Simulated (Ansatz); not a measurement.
**H$_{4}$C$_{7}$BrN: reading a single point**

```yaml
crystal:
  lattice:
    - [4.15358, 0.00000, 0.00000]
    - [0.32953, -6.31964, 0.00000]
    - [0.00000, 0.00000, 16.70073]
  atoms:
    - { symbol: Br, position: [0.56554, 0.13608, 0.18674] }
    - { symbol: N, position: [0.77120, 0.47103, 0.31745] }
    - { symbol: C, position: [0.04226, 0.66724, 0.01583] }
    - { symbol: C, position: [0.14073, 0.93400, 0.37761] }
    - { symbol: C, position: [0.12895, 0.61623, 0.09439] }
    - { symbol: H, position: [0.06745, 0.99452, 0.31325] }
    - { symbol: H, position: [0.04314, 0.45340, 0.11450] }
    - { symbol: C, position: [0.30322, 0.01698, 0.03213] }
    - { symbol: C, position: [0.29186, 0.75643, 0.14710] }
    - { symbol: H, position: [0.36611, 0.17325, 0.01288] }
    - { symbol: H, position: [0.35174, 0.68557, 0.21242] }
    - { symbol: C, position: [0.36765, 0.94012, 0.10925] }
    - { symbol: C, position: [0.92505, 0.60327, 0.35681] }
```

Single point in Ansatz 0.2.0 with r2SCAN, no spin polarisation. Cutoff 500 eV, PAW datasets, 4×3×1 (shifted by 0.5, 0.5, 0 steps) k mesh, fermi-dirac filling (width 0.1 eV).

(1) Metal or insulator? Give the gap.

(2) Which orbitals make up the band edges?

(3) Is it stable against the elements?

(4) Where is the largest force?

Origin: a slab in vacuum, so it need not be a known compound. Caveats: the exchange-correlation potential is rough where the density is thin; an odd or shifted mesh can miss the band edges, so this level's true gap may be smaller; atoms or cell far from equilibrium; stress is the mean over slab and vacuum.

Results:

(1) The gap on the k mesh is 0.42 eV; the mesh may miss the band edges, so the true gap of this level can be smaller.

(2) Within 0.7 eV of the edges, the states project mainly on C p (65 %) and Br p (26 %) below the gap and on C p (97 %) above it.

(3) 1.39 eV an atom against the elements' usual phases (free molecules for gases, crystals otherwise, with no correction for O₂ or N₂), so at this geometry it isn't bound against them. Relaxing would lower it.

(4) The largest is on N2: 7.89 eV/Å, components (4.32, -5.08, 4.22). It makes 1° with the line to a nearest neighbour, C13 at 1.26 Å, pointing towards it.
